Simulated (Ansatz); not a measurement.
**Co3Ir: do energies and stresses tell the same story?**

Level of theory: DFT r2SCAN, scalar-relativistic, plane waves, PAW (Ansatz 0.2.0).

Cutoff 500 eV; k points 12×12×12 on the computed 4-atom cell (Γ-centred); Gaussian smearing, width 0.10 eV; collinear spin from starting moments 2.35 2.35 2.35 0.92 μB.

Relaxed cell: Pm-3m, a = 3.639 Å, b = 3.639 Å, c = 3.639 Å, α = 90.00°, β = 90.00°, γ = 90.00°, 4 atoms in the primitive cell. Whether it is the stable form of this composition wasn't checked.

Energies at zero smearing and pressures from the stress tensor, at volumes with shape and atoms relaxed:
```csv
V (Å³/atom),E − E(first) (meV/atom),P (GPa)
11.325,0.00,15.68
11.686,-25.94,7.32
12.047,-34.16,0.02
12.409,-27.04,-6.28
12.770,-6.69,-11.69
```

Q: Check P = −dE/dV between neighbouring volumes, and get the bulk modulus from the pressures alone.

A: With 1 eV/Å³ = 160.2 GPa:
```json
{"middle V (Å³/atom)": "11.505", "−ΔE/ΔV (GPa)": "11.499", "mean P (GPa)": "11.501"}
{"middle V (Å³/atom)": "11.867", "−ΔE/ΔV (GPa)": "3.646", "mean P (GPa)": "3.671"}
{"middle V (Å³/atom)": "12.228", "−ΔE/ΔV (GPa)": "-3.160", "mean P (GPa)": "-3.126"}
{"middle V (Å³/atom)": "12.589", "−ΔE/ΔV (GPa)": "-9.017", "mean P (GPa)": "-8.982"}
```

The two differ by 0.04 GPa at most. The mean of two end pressures misses the average over a step by about ΔV² P″/12, up to 0.09 GPa here; with that taken off 0.09 GPa remains. The stress is the derivative of the free energy, not of the energy at zero smearing, and with free energies 0.00 GPa remains. Around V = 12.047 Å³/atom, the two neighbours give B = −V ΔP/ΔV = 12.047 × 13.59 / 0.723 = 226.6 GPa, against B0 = 225.6 GPa from the Birch–Murnaghan fit of the energies.

The state reached may not be the lowest one. Spin-orbit coupling is left out, which matters for the bands of heavy elements.

Only this magnetic start was tried.

Cost: 6 runs of about 15 core-minutes in all, on Arm Neoverse V1 (shared hosts).